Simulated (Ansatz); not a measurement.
Sb (R-3m) under several functionals

**The experiment to reproduce.**

From “Effect of pressure on the Raman modes of antimony”, 2006, arxiv:cond-mat/0608676, for a bulk crystal of Sb at 4 K: lattice constant a 4.3007 Å.

Plane-wave DFT in Ansatz with scalar-relativistic PAW potentials. The same structure was relaxed (cell and atoms, symmetry kept) in separate runs at each level. No spin polarisation.

| level | cutoff (eV) | k mesh | V (Å³/atom) | a (Å) | c (Å) |
| --- | --- | --- | --- | --- | --- |
| PBE+D3(BJ) | 420 | 12×12×12 | 29.779 | 4.323 | 11.041 |
| r2SCAN | 500 | 12×12×12 | 31.569 | 4.342 | 11.599 |
| PBE | 420 | 12×12×12 | 31.835 | 4.374 | 11.527 |

Where does PBEsol (420 eV, k mesh 12×12×12) fall?

V (Å³/atom) 29.823, a (Å) 4.322, c (Å) 11.063. Its volume is between those of PBE+D3(BJ) and r2SCAN. The usual order of volumes, PBEsol < PBE, holds here (29.823, 31.835 Å³/atom). As a rule PBEsol, built on the gradient expansion of slowly varying densities, lies between LDA and PBE; PBE's stronger gradient term for exchange weakens bonds. Adding D3 to PBE changes the volume by -6.5 %; the term is attractive, so it pulls cells in. In metals the pairwise form ignores screening by the conduction electrons and often pulls in too far. r2SCAN lies 0.8 % under PBE in volume.

For PBE: Against the measured lattice constant a of Sb, 4.3007 Å (4 K; quoted in “Effect of pressure on the Raman modes of antimony”, 2006, arxiv:cond-mat/0608676), the calculated 4.374 Å is off by +1.7 %. The calculations are for 0 K without zero-point motion, and in metals axial ratios are sensitive to mesh and smearing.